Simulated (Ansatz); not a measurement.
Input file for Ansatz (an electronic-structure program):

Ansatz 0.2 input:
```yaml
crystal:
  lattice:
    - [0.0, 3.031514178, 3.031514178]
    - [3.031514178, 0.0, 3.031514178]
    - [3.031514178, 3.031514178, 0.0]
  atoms:
    - { symbol: Se, position: [0.75, 0.75, 0.75] }
    - { symbol: Hg, position: [0.0, 0.0, 0.0] }
kpoints:
  mp_grid: { grid: [12, 12, 12] }
hamiltonian:
  xc: lda
  pseudopotentials: { kind: paw }
scf:
  occupations: { method: fermi_dirac, width: 0.1 }
phonons:
  method: dfpt
  response_accuracy: low
  eigenvectors: true
  rigid_motions: translations
```

Output (shortened):

```
Pseudopotential: Se, paw, valence charge 16
Pseudopotential: Hg, paw, valence charge 20
Functional definition: SPW92
Crystal: 2 atoms, lattice volume = 55.720 Å³
Basis set: ecut = 420 eV, 1067 PW (Γ), exchange–correlation on 60×60×60 points (8 copies of the dense FFT grid, shifted against one another)
Bands: 22, of which v1, the nominal top of the filled ones, is band 18 counted from 1 (17 counted from 0)
Symmetry: 24 space group operations
k-points: 163 of 1728 (irreducible under 8 space group operations, time reversal used)
SCF iter   1: F=—  HF=-18906.063063 eV  |F-HF|=—  |Δ(HF+E_count)|=         —  Δρ=5.01e-3  dr2=1.21e-2  ethr=1.77e-3  ⟨swp⟩=5.6  Hψ=15310  notcnv=0
preconditioner: auto → none
SCF iter   2: F=—  HF=-18906.060459 eV  |F-HF|=—  |Δ(HF+E_count)|=   2.60e-3  Δρ=2.29e-3  dr2=1.13e-3  ethr=3.37e-5  ⟨swp⟩=2.1  Hψ=6394  notcnv=0
SCF iter   3: F=—  HF=-18906.060328 eV  |F-HF|=—  |Δ(HF+E_count)|=   1.31e-4  Δρ=8.38e-4  dr2=1.75e-4  ethr=3.14e-6  ⟨swp⟩=1.2  Hψ=3965  notcnv=0
SCF iter   4: F=—  HF=-18906.060310 eV  |F-HF|=—  |Δ(HF+E_count)|=   1.75e-5  Δρ=8.57e-5  dr2=5.04e-6  ethr=4.87e-7  ⟨swp⟩=1.2  Hψ=3753  notcnv=0
SCF iter   5: F=—  HF=-18906.060316 eV  |F-HF|=—  |Δ(HF+E_count)|=   5.31e-6  Δρ=2.17e-5  dr2=2.79e-7  ethr=1.40e-8  ⟨swp⟩=2.6  Hψ=6053  notcnv=0
SCF iter   6: F=—  HF=-18906.060313 eV  |F-HF|=—  |Δ(HF+E_count)|=   2.88e-6  Δρ=6.49e-6  dr2=1.31e-8  ethr=7.74e-10  ⟨swp⟩=2.0  Hψ=4881  notcnv=0
SCF iter   7: F=—  HF=-18906.060313 eV  |F-HF|=—  |Δ(HF+E_count)|=   3.37e-9  Δρ=5.35e-7  dr2=1.04e-10  ethr=3.64e-11  ⟨swp⟩=1.8  Hψ=3749  notcnv=0
SCF iter   8: F=-18906.060313 eV  HF=-18906.060313 eV  |F-HF|=7.28e-12  |Δ(HF+E_count)|=  5.82e-11  Δρ=7.06e-8  dr2=1.30e-12  ethr=1.00e-12  ⟨swp⟩=5.9  Hψ=16635  notcnv=0
SCF 1 converged in 8 iterations: F = -18906.060313 eV  dr2 = 1.30e-12
DFPT response loops at Γ: preconditioner auto → none (partly filled bands, converged f_vac=0.180); β = 0.50; Broyden in place of MSR1
SCF converged after 8 iterations
Free energy (F): -18906.060313 eV
Harris-Foulkes:  -18906.060313 eV  (|F-HF|=7.28e-12)
Internal energy: -18906.058081 eV  (E = F + TS)
E sigma→0 (E₀):  -18906.059197 eV
Entropy (-TS):   -0.002231 eV (-1.116 meV/atom)
Fermi energy:    8.870073 eV
--- Per-component energies (eV) ---
  E_band       = -881.357852
  E_kinetic    = 722.869511
  E_local      = -5774.091332  (includes V_loc(G=0)·N_el)
  E_nonlocal   = -508.023533
  E_hartree    = 2635.724236
  E_xc         = -322.153962
  E_vxc        = -359.999986  (∫ρ·V_xc dr)
  E_paw        = -11482.111428  (= ΣΔE_a)
  E_vpaw       = -233.561297  (= ΣTr[D̂ρ^β])
  E_aug_tail   = 0.000257  (compensation charges beyond the density's cutoff)
  E_ewald      = -4181.065285
  E_core_change = 2.793455  (= ΣΔE_core)
  E_smearing   = -0.002231  (= −TS)
  E_closure    = 0.000000  (closes the sum)
  Σ components = -18906.060313   (vs F -18906.060313, Δ=0.00e0)
  [band-id]    e_kinetic+e_local+e_nonlocal+2·e_hartree+e_vxc+e_vpaw+e_augmentation_tail = -881.357908   (vs E_band -881.357852, Δ=-5.53e-5)
--- Band table (eV; the first three rows and the last of 163) ---
  k-point 0: bands = ["-106.0113", "-54.3248", "-54.3248", "-54.3248", "-39.0559", "-39.0559", "-39.0559", "-39.0522", "-39.0522", "-4.9165", "1.4587", "1.4587", "1.4587", "2.2245", "2.2245", "7.5429", "8.6889", "8.6889", "8.6889", "14.0736", "14.0736", "14.0736"]
  k-point 1: bands = ["-106.0113", "-54.3248", "-54.3248", "-54.3248", "-39.0560", "-39.0559", "-39.0559", "-39.0522", "-39.0522", "-4.8852", "1.4682", "1.4732", "1.4732", "2.2230", "2.2230", "7.1082", "8.6127", "8.6127", "8.9913", "13.8363", "14.1784", "14.1784"]
  k-point 2: bands = ["-106.0113", "-54.3249", "-54.3248", "-54.3248", "-39.0560", "-39.0559", "-39.0559", "-39.0522", "-39.0522", "-4.7984", "1.5098", "1.5115", "1.5115", "2.2215", "2.2215", "6.2784", "8.4140", "8.4140", "9.3986", "13.6317", "14.4318", "14.4318"]
  k-point 162: bands = ["-106.0113", "-54.3252", "-54.3251", "-54.3250", "-39.0561", "-39.0560", "-39.0559", "-39.0522", "-39.0522", "-4.2552", "1.7524", "1.8657", "2.1297", "2.1657", "2.8517", "3.2729", "5.8492", "6.1998", "12.2560", "13.6623", "14.6149", "15.9445"]
--- Phonons (Γ-DFPT): 2 representative perturbations + reference, on 163 of 1728 k-points (Σ response iterations 6) ---
  ASR residual: 6.954e-5 → 0.000e0 eV/Å²; symmetrization residual: 9.924e-5 eV/Å²
  ASR residual per site (eV/Å²): 1.98e-5 6.95e-5
  Γ frequencies (cm⁻¹): 0.00 0.00 0.00 132.41 132.41 132.41
  non-analytic LO–TO correction: not included (Born effective charges unavailable; polar crystals: no LO–TO splitting at Γ)
```

Cost: very roughly 60 core-seconds on shared cores.

Space group F-43m (zinc blende). The LDA relaxation kept the symmetry of its start; phonons on a q-mesh show no instability. As this level gives no gap, phonon frequencies hold no LO–TO term and depend on the k-mesh and smearing (Fermi–Dirac, 0.1 eV here). Spin–orbit coupling is left out wherever it is not named.

Potentials: the later of the program's two PAW sets.

Ansatz is a plane-wave DFT program.
